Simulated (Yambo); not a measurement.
G0W0@LDA for SrNiF₆ (space group R-3m, No. 166) in Yambo. Reference settings: 2×2×2 Γ-centred k mesh, bands 5 to 156 and a 7 Ry block in the screening, 156 bands in G with the Bruneval-Gonze terminator, plasmon pole fitted at 27.2 eV. The LDA gap F → Γ on this mesh is 1.14 eV; G0W0 gaps are taken between the same points.

```tsv
change from the reference	G0W0 gap F → Γ (eV)	shift of the valence edge (eV)
reference settings	3.90	-1.15
106 bands in G	3.90	-1.16
no terminator	3.91	-0.93
71 bands in W, 71 bands in G	3.97	-1.12
106 bands in G, no terminator	3.93	-0.83
6 Ry block	3.95	-1.20
3 Ry block	___	-1.88
71 bands in G	3.90	-1.17
```

### Question
Estimate the withheld gaps from the other rows; the computed values follow.

### Answer

- 3 Ry block, G0W0 gap F → Γ (eV): 4.75

The reference isn't shown to be the converged limit.

Geometry of the Materials Project entry, not relaxed at this level; primitive cell a = 4.6561 Å, b = 4.6561 Å, c = 4.6561 Å, α = 99.44°, β = 99.44°, γ = 99.44°.

The runs are not spin-polarised; magnetic order was not tried.

A shift is the quasiparticle energy of the state minus its LDA energy.
